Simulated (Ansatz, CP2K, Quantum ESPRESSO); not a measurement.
# Sn3Te: 3 runs at one level of theory

```
Te Sn
1.0
     4.86562    0.00000    0.00000
     0.00000    4.86562    0.00000
     0.00000    0.00000    4.86562
Te Sn
1 3
Cartesian
  0.0000 0.0000 0.0000
  0.0000 2.4328 2.4328
  2.4328 0.0000 2.4328
  2.4328 2.4328 0.0000
```

The cell comes from a database or a generator and needn't be the stable form of this composition.

Alike in all runs: task single point; functional PBEsol; k mesh 6 × 6 × 6; occupations fermi-dirac, width 0.05 eV; no spin polarisation; no spin-orbit coupling. A missing gap at this level doesn't show that the real crystal is a metal. Pressure is positive in compression and, in plane waves, holds the error of the finite cutoff.

```csv
program and potentials,plane-wave cutoff (eV),notes,band gap (eV),pressure (GPa)
"Ansatz, all-electron LAPW, scalar-relativistic",-,-,no gap,-2.35
"Quantum ESPRESSO, GBRV 1.5 PBEsol",925,12 valence electrons an atom on average,no gap,-2.62
"CP2K, POTENTIAL_UZH Te GTH-PBE-q6, Sn GTH-PBE-q4; TZVP-MOLOPT-PBE-GTH basis",-,atomic basis; potentials made for PBE; 4.5 valence electrons an atom on average,no gap,0.33
```

None finds a gap. The pressure spans -2.62 (Quantum ESPRESSO, GBRV 1.5 PBEsol) to 0.33 GPa (CP2K, POTENTIAL_UZH Te GTH-PBE-q6, Sn GTH-PBE-q4; TZVP-MOLOPT-PBE-GTH basis), with all-electron results at -2.35. Rows in atomic bases carry the error of their basis and grid, which can be large.

The functional is the same throughout but for its coding, so the spread measures potentials, basis and numerics; runs on potential files found faulty are left out.
